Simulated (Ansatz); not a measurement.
Relaxed C (diamond):

```
CELL_PARAMETERS angstrom
      0.00000     3.56028     3.56028
      1.78014     0.00000     1.78014
      1.78014     1.78014     0.00000
ATOMIC_POSITIONS crystal
  C  0.25000 0.50000 0.50000
  C  0.75000 0.50000 0.50000
  C  0.37500 0.75000 0.75000
  C  0.87500 0.75000 0.75000
```

The atoms are displaced by Q × the pattern below (from a DFPT mode at L = (0.5, 0.0, 0.0), largest move 1; Q in Å), at fixed cell. (q is in reciprocal vectors of the primitive cell; the cell shown is doubled to hold the pattern.)

| atom | x | y | z |
|---|---|---|---|
| C1 | -0.577 | 0.577 | 0.577 |
| C2 | 0.577 | -0.577 | -0.577 |
| C3 | 0.577 | -0.577 | -0.577 |
| C4 | -0.577 | 0.577 | 0.577 |

The numbers are results of r2SCAN (plane waves to 500 eV, PAW, scalar-relativistic; Ansatz, an electronic-structure program), not measurements. k mesh 8×16×16 (Γ-centred), Fermi-Dirac smearing 0.05 eV. The energy includes the smearing's −TS. C was relaxed with its symmetry unable to fall. ΔE is measured from the undisplaced structure.

| Q (Å) | ΔE (meV/cell) |
|---|---|
| -0.1000 | 1429 |
| -0.0833 | withheld |
| -0.0667 | 642 |
| -0.0500 | 362 |
| -0.0333 | 161 |
| -0.0167 | 40 |
| 0.0000 | 0 |
| 0.0167 | 40 |
| 0.0333 | 161 |
| 0.0500 | 362 |
| 0.0667 | 642 |
| 0.0833 | withheld |
| 0.1000 | 1429 |

Problem. Fit an even polynomial form (powers 2, 4) to the given rows and predict ΔE at Q = -0.0833.

Solution. Least squares on the 11 given rows: ΔE = (145400)·Q² + (-252200)·Q⁴, in meV/cell with Q in Å; root-mean-square residual 0.3 meV/cell. At -0.0833 the fit gives 997 meV/cell; the calculation gives 998 meV/cell, so the interpolation is off by -1 (-0.1 %). The quadratic term alone would give 1009 meV/cell.

(For displaced atoms, the force is minus the slope of the energy, and its curvature is a force constant, which sets phonon frequencies.)
